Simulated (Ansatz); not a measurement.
A generator proposed this cell of AlIn3Sb2.

Space group P4/mmm (No. 123). a = 4.759 Å, b = 4.759 Å, c = 6.988 Å, α = 90.00°, β = 90.00°, γ = 90.00°
```tsv
atom	site	symmetry	x	y	z
Al	1c	4/mmm	0.5000	0.5000	0.0000
In	2e	mmm.	0.5000	0.0000	0.5000
In	1d	4/mmm	0.5000	0.5000	0.5000
Sb	2f	mmm.	0.5000	0.0000	0.0000
```

Level of theory: DFT PBE, scalar-relativistic, plane waves, PAW in Ansatz 0.2.0. Cutoff 420 eV; k points 4×4×4 on the computed 6-atom cell (Γ-centred); Gaussian smearing, width 0.10 eV; no spin polarisation.

Energies over the elements count from the elements' standard structures at the same level, with no fitted energy shifts.

Question: How far from equilibrium is it?

Answer: The pressure is 25.0 GPa (the mean over three directions, positive in compression), the largest force is 0.00 eV/Å (symmetry fixes the atoms), and the energy is +1.28 eV/atom against the elements. The shortest distance is 2.38 Å.

Question: Is it a good guess?

Answer: A rough one: relaxing gains about 0.93 eV/atom (the start's value is from the coarse mesh, so the gain is rough) in 16 ionic steps and ends at +0.35 eV/atom on the finer mesh. The symmetry stays P4/mmm (No. 123). The volume per atom grows by 25.7 %, from 26.4 to 33.2 Å³. The shortest distance goes from 2.38 Å (Al–Sb and In–In) to 2.87 Å (Al–Sb and In–In). The ratio c/a of the conventional cell changes by a factor of 0.72. Conventional cell: a = 5.732 Å, c = 6.055 Å. Al is surrounded by 4 Sb at 2.87 Å and 2 In at 3.03 Å; around In on a site of symmetry mmm lie 2 In at 2.87 Å and 2 Sb at 3.03 Å; Sb is surrounded by 2 Al at 2.87 Å and 2 In at 3.03 Å; 1 more site not described.

The last run used an 8×8×6 mesh (in the run's order of axes) for its 6-atom cell and Gaussian smearing of 0.10 eV. These runs have no spin–orbit coupling, which can matter for Sb. The relaxation can't lower the symmetry of the start, and the grade says only how near the guess is to its own end. Symmetry constrained the relaxation, so the result can be a saddle point. Another cell of AlIn3Sb2 relaxed alike, in P-6m2, lies 182 meV/atom lower, so this cell isn't the stable form at this level.
